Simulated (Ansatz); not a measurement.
**Relaxing a structure of Al**

The start is a randomly generated symmetric cell of Al (space group No. 47). Cell shape, volume and atoms are optimised at zero target pressure with r2SCAN (plane waves to 500 eV, PAW, scalar-relativistic; Ansatz, an electronic-structure program). The first steps use a coarse 13×12×11 k-mesh.

Input geometry:
```
Al
1.0
    2.40680     0.00000     0.00000
    0.00000     2.59005     0.00000
    0.00000     0.00000     2.89943
Al
1
Direct
  0.50000   0.50000   0.50000
```

Initial pressure: +11.5 GPa (positive: the cell is compressed)
Outcome: The space group goes from Pmmm (No. 47) to Pm-3m (No. 221); the end is AFLOW prototype A_cP1_221_a (A_h), with 1 atom in the primitive cell
Energy released: 0.23 eV/atom
Band gap at the end: zero (metallic)
Optimiser moves: 8

The end point of the relaxation:

```cif
data_Al
_chemical_formula_sum 'Al1'
_space_group_name_H-M_alt 'Pm-3m'
_space_group_IT_number 221
_space_group_name_Hall '-P 4 2 3'
_cell_length_a 2.70604
_cell_length_b 2.70604
_cell_length_c 2.70604
_cell_angle_alpha 90.000
_cell_angle_beta 90.000
_cell_angle_gamma 90.000
loop_
_atom_site_label
_atom_site_type_symbol
_atom_site_symmetry_multiplicity
_atom_site_Wyckoff_symbol
_atom_site_fract_x
_atom_site_fract_y
_atom_site_fract_z
_atom_site_occupancy
Al1 Al 1 b 0.50000 0.50000 0.50000 1
```

Final values are on a 17×17×17 k-mesh of the relaxed cell. No spin polarisation in the result.

The run could not lose the symmetry of its start, so the end can be a saddle point.

The relaxed structure here is a generated cell of Al: the first start was made by a random draw of sites in a space group, and the end was not matched to a known phase here, so it may be hypothetical. Known forms of Al include space group No. 225.
